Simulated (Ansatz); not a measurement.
In (body-centred tetragonal), relaxed with r²SCAN (Ansatz, a program for electronic structure, plane waves, PAW): a = 3.2212 Å, b = 3.2212 Å, c = 5.0530 Å, α = 90.00°, β = 90.00°, γ = 90.00°.

Task: The same phase is relaxed and computed with r²SCAN+D4 in the same code. What is the cell now?

Result: a = 3.206 Å, b = 3.206 Å, c = 5.023 Å, α = 90.00°, β = 90.00°, γ = 90.00°.

All cells were relaxed under the symmetry of their starts (and spin orders); stability against distortions was not tested throughout. Scalar-relativistic: spin–orbit coupling is off unless named, which matters more the heavier the elements.

Potentials: the earlier of the program's two PAW sets.

Ansatz is a plane-wave DFT program.
